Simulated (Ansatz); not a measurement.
The elements of this relaxed trial crystal are hidden behind letters.

```
lattice vectors (Å)
   2.6902    0.0000    0.0000
  -1.3451    2.3298    0.0000
   0.0000    0.0000    6.6623
fractional positions
X 0.0000 0.0000 0.5000
Z 0.3333 0.6667 0.8357
Z 0.6667 0.3333 0.1643
```

Method: DFT PBE, scalar-relativistic, plane waves, PAW in Ansatz. Settings of the last relaxation (3-atom cell): 420 eV, 18×18×8 k points, Gaussian smearing of 0.10 eV, no spin polarisation.

| Item | Value |
| --- | --- |
| Space group | P-3m1 (No. 164) |
| Conventional cell | a = 2.690 Å, c = 6.662 Å |
| Volume per atom | 13.92 Å³ |
| Density | 8.46 g/cm³ |
| Formation energy | −0.02 eV/atom |
| Gap on the 18×18×8 mesh of the 3-atom cell | 0 eV (a metal) |

Energies are uncorrected and count from the elements' standard states at the same level.

Task: X is an s-block element of period 2 and Z is a d-block element of period 5. Which elements are they?

Result: X = Li, Z = Rh, so the formula is LiRh2. Density times volume gives a mean mass of 8.46 × 13.92/1.6605 = 70.9 u per atom, and this set has 70.9 u. Among the elements that the hints allow, only these give it. Around Li lie 6 Li at 2.69 Å and 6 Rh at 2.72 Å; Rh is surrounded by 9 Rh at 2.68–2.69 Å and 3 Li at 2.72 Å.

Symmetry constrained the relaxation, so the result can be a saddle point.
